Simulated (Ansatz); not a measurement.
The relaxed structure here is a generated cell of GeS: the first start was made by a random draw of sites in a space group, and the end was not matched to a known phase here, so it may be hypothetical.

The end point of a relaxation of GeS. Space group P1 (No. 1). Method: PBEsol (plane waves to 420 eV, PAW, scalar-relativistic; Ansatz, a first-principles code).

```cif
data_Ge6S6
_chemical_formula_sum 'Ge6 S6'
_space_group_name_H-M_alt 'P 1'
_space_group_IT_number 1
_cell_length_a 5.12169
_cell_length_b 5.29480
_cell_length_c 10.86217
_cell_angle_alpha 94.092
_cell_angle_beta 95.924
_cell_angle_gamma 118.149
loop_
_space_group_symop_operation_xyz
  'x, y, z'
loop_
_atom_site_label
_atom_site_type_symbol
_atom_site_fract_x
_atom_site_fract_y
_atom_site_fract_z
_atom_site_occupancy
Ge1 Ge 0.35736 0.18420 0.08085 1
Ge2 Ge 0.32546 0.62453 0.59391 1
Ge3 Ge 0.51336 0.46322 0.40182 1
Ge4 Ge 0.59204 0.87518 0.92540 1
Ge5 Ge 0.92917 0.85118 0.28770 1
Ge6 Ge 0.14740 0.97500 0.73910 1
S1 S 0.08605 0.26174 0.90838 1
S2 S 0.95785 0.13255 0.57753 1
S3 S 0.09849 0.33413 0.24761 1
S4 S 0.64630 0.58599 0.75797 1
S5 S 0.79697 0.65686 0.07136 1
S6 S 0.42699 0.98701 0.34504 1
```

For GeS, the volume per atom is 21.33 Å³, the density is 4.08 g/cm³ and the band gap comes out as 0.48 eV, indirect (valence top at k = (0.25, 0, 0.3333), conduction bottom at k = (0, 0.2857, 0)) (no spin-orbit coupling). The smallest direct gap comes out as 0.70 eV at k = (0, 0.2857, 0), the shortest distances comes out as Ge–S 2.30 Å; Ge–Ge 2.64 Å; S–S 3.09 Å and the k-mesh is 8×7×3.

Band energies at high-symmetry points (eV from the VBM; labels of this space group; no spin-orbit coupling), from −5 eV up to 3.0 eV:

| point | energies |
|---|---|
| Γ | -4.85 -4.79 -4.47 -4.36 -3.94 -3.63 -3.58 -3.32 -2.92 -2.74 -2.64 -2.40 -1.80 -1.65 -1.13 -0.05 0.96 1.15 1.29 1.86 2.20 2.48 2.57 |
| X | -4.79 -4.19 -4.08 -3.87 -3.21 -2.90 -2.61 -2.40 -2.09 -1.86 -1.65 -1.30 -1.22 -1.03 -0.60 0.54 1.23 2.14 2.40 2.96 |
| Y | -4.93 -4.68 -4.48 -4.27 -4.00 -3.77 -3.61 -3.41 -3.20 -2.82 -2.62 -2.35 -1.84 -1.60 -0.92 -0.07 1.07 1.15 1.43 2.04 2.34 2.67 2.93 3.04 |
| Z | -4.67 -4.22 -4.00 -3.56 -3.24 -3.10 -2.92 -2.74 -2.43 -2.29 -2.17 -2.01 -1.90 -1.47 -1.29 -1.09 -0.39 0.62 1.45 1.56 1.94 2.04 2.13 2.46 2.84 3.04 |
| R | -4.68 -4.59 -4.44 -3.81 -3.62 -3.29 -2.90 -2.59 -2.57 -2.34 -2.15 -1.89 -1.56 -1.53 -1.13 -0.99 -0.17 0.66 1.51 1.81 2.12 2.34 2.44 2.68 2.83 |
| T | -4.34 -4.20 -3.94 -3.80 -3.70 -3.14 -3.02 -2.73 -2.52 -2.37 -2.20 -1.87 -1.75 -1.60 -1.25 -0.57 -0.56 0.56 1.51 1.61 1.77 2.08 2.23 2.43 2.89 3.04 |
| U | -4.89 -4.55 -4.25 -4.00 -3.27 -3.12 -2.85 -2.73 -2.57 -2.28 -2.11 -1.92 -1.57 -1.47 -1.28 -0.76 -0.33 0.49 1.44 1.94 2.07 2.37 2.39 2.58 2.73 |
| V | -4.98 -4.62 -4.15 -3.61 -3.06 -2.91 -2.57 -2.46 -2.07 -2.00 -1.62 -1.45 -1.29 -0.90 -0.76 1.09 1.57 1.91 2.55 2.88 2.93 |

No spin polarisation in the result.

It was reached from a disturbed copy of a I4/mmm (No. 139) cell, against which it lies -0.60 eV/atom.
